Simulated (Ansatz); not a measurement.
The calculation used DFT PBE, scalar-relativistic, plane waves, PAW in Ansatz. All cells share a 420 eV cutoff and Γ-centred k meshes spaced about 0.3 Å⁻¹ or finer (0.25 for metals, 2π included). These runs have no spin polarisation.

All energies are static (0 K, no zero-point motion).

Compare these two cells of H3WCl4, each relaxed at this level.

1. Space group R3 (No. 146), trigonal, a = 9.787 Å, c = 7.271 Å. H has 1 W at 1.73 Å, 3 Cl at 2.44–2.48 Å and 1 Cl at 2.65 Å; around W lie 3 H at 1.73 Å, 1 Cl at 2.20 Å and 3 Cl at 2.41 Å; around Cl on a site of symmetry 3 lie 1 W at 2.20 Å and 3 H at 2.65 Å; Cl on a site of symmetry 1 has 1 W at 2.41 Å and 3 H at 2.44–2.48 Å.

2. Space group R3m (No. 160), trigonal, a = 7.855 Å, c = 10.013 Å. H is surrounded by 1 W at 1.72 Å and 2 Cl at 2.46 Å; W is surrounded by 3 H at 1.72 Å, 1 Cl at 2.20 Å and 3 Cl at 2.40 Å; Cl on a site of symmetry 3m has 1 W at 2.20 Å; Cl on a site of symmetry m has 1 W at 2.40 Å and 2 H at 2.46 Å.

Question: Which form is favoured at zero pressure, and by what margin per atom?

Answer: Cell 1 is lower, by 18 meV/atom. Cell 1 has space group R3 (No. 146), 25.1 Å³/atom and no gap on its mesh; cell 2 has space group R3m (No. 160), 22.3 Å³/atom and no gap. Both come from trial cells of a structure search, whose lowest cell (P1, 25.7 Å³/atom) lies 190 meV/atom below the lower of the two.

The k mesh leaves some 4 meV/atom of noise in the energy of each metallic cell. No dispersion correction is applied, so the spacing and binding between layers, chains or molecules are poorly described (R3, R3m), and this can change margins and order among such cells. These runs have no spin–orbit coupling, which can matter for W. In R3, R3m an odd number of electrons in the primitive cell allows no gap without spin; a larger cell or a magnetic state could open one. With hydrogen, zero-point motion can shift such differences by 10 meV/atom or more. A magnetic state wasn't ruled out in cells without spin, among them R3, R3m. With atoms moved at random, cell 1 (by 190 meV/atom) fell into a lower structure. Cell 2 had no clear such test and can be a saddle point. Some structure types and database cells were kept out of the candidates from the start, so a known form may be missing.
